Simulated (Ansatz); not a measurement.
A geometry of NiCl₂ away from equilibrium: the start of the relaxation of a generated cell, NiCl2 built in the AFLOW prototype A2B_oC12_36_2a_a (C24, as in HgBr2). Calculation: PBE (plane waves to 420 eV, PAW, scalar-relativistic; Ansatz, a quantum-chemistry and plane-wave program). Γ-centred k-mesh 7×7×3 on the run's cell (coarser than for final values), Fermi–Dirac smearing 0.05 eV.

```xyz
6
Lattice="1.9889 -2.9201 0.0000 1.9889 2.9201 0.0000 0.0000 0.0000 10.7057" Properties=species:S:1:pos:R:3 pbc="T T T"
Cl     1.9889    -0.9753     5.3529
Cl     1.9889     0.9753     0.0000
Cl     1.9889    -2.5638     6.7874
Cl     1.9889     2.5638     1.4346
Ni     1.9889    -0.6132     9.2712
Ni     1.9889     0.6132     3.9183
```
Spin-polarised start, with parallel moments on Ni.

**Question.** Predict the force on each atom, in eV/Å.

**Answer.** 
```tsv
atom	Fx	Fy	Fz
Cl1	0.00	1.05	-4.36
Cl2	0.00	-1.05	-4.36
Cl3	0.00	-1.49	4.72
Cl4	0.00	1.49	4.72
Ni5	0.00	-0.73	-0.36
Ni6	0.00	0.73	-0.36
```

**Question.** What is the pressure?

**Answer.** +6.1 GPa, compression positive.

Spin state reached: ferromagnetic (net 0.67 μB/atom), from parallel starting moments; other spin orders were not run from this start. The d or f electrons are treated with no Hubbard U. No dispersion correction is included, so spacings between layers, chains or molecules are soft and tend to come out too large.

The run could not lose the symmetry of its start, so the end can be a saddle point.

The end of the path is a generated cell of NiCl2: the first start was made by placing the elements on the sites of a structure type, and the end was not matched to a known phase here, so it may be hypothetical.
